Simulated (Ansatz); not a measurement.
The relaxed structure here is a generated cell of Ta: the first start was made by placing the elements on the sites of a structure type, and the end was not matched to a known phase here, so it may be hypothetical. Known forms of Ta include space group No. 229.

A relaxed cell of Ta (Pm-3m (No. 221)), relaxed on a k-mesh at least as fine as the one used below. All values below come from r2SCAN (plane waves to 500 eV, PAW, scalar-relativistic; Ansatz, a quantum-chemistry and plane-wave program). Γ-centred k-mesh 6×12×12 on the run's cell (coarser than for final values), Fermi–Dirac smearing 0.05 eV.

```xyz
2
Lattice="5.4522 0.0000 0.0000 0.0000 2.7261 0.0000 0.0000 0.0000 2.7261" Properties=species:S:1:pos:R:3 pbc="T T T"
Ta     0.0000     0.0000     0.0000
Ta     2.7261     0.0000     0.0000
```

The atoms are displaced by (Å):

| atom | ux | uy | uz |
|---|---|---|---|
| Ta1 | -0.047 | -0.003 | 0.037 |
| Ta2 | -0.033 | 0.011 | -0.027 |

Question: What forces (eV/Å) and pressure result?

Answer: 
| atom | Fx | Fy | Fz |
|---|---|---|---|
| Ta1 | 0.14 | -0.03 | 0.16 |
| Ta2 | -0.14 | 0.03 | -0.16 |

Pressure -0.3 GPa.

The undisplaced cell is probably no minimum: from this displacement the run went on to Im-3m (No. 229), 1.19 eV/atom below it.

No spin polarisation in the result.
